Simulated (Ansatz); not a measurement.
**Question.** Monolayer Te2Mo (1T′, P2_1/m in the vacuum cell, 6 atoms) is relaxed with r²SCAN+D4 (plane waves, PAW; program Ansatz). What in-plane lattice and thickness result?

**Answer.** a = 3.467 Å, b = 6.330 Å; 4.10 Å between the outermost nuclei.

Electronic character: metallic. Work function: 4.67 eV. Gap with spin–orbit coupling: none. Bader charges: Te -0.35 to -0.31, Mo +0.66 e.

A layer that has been made, often on a substrate. The cell was relaxed with r²SCAN+D4 under the symmetry of its start; its stability against distortions is not shown here. No spin polarisation was allowed. Spin–orbit coupling is left out wherever it is not named.

Potentials: the later of the program's two PAW sets.
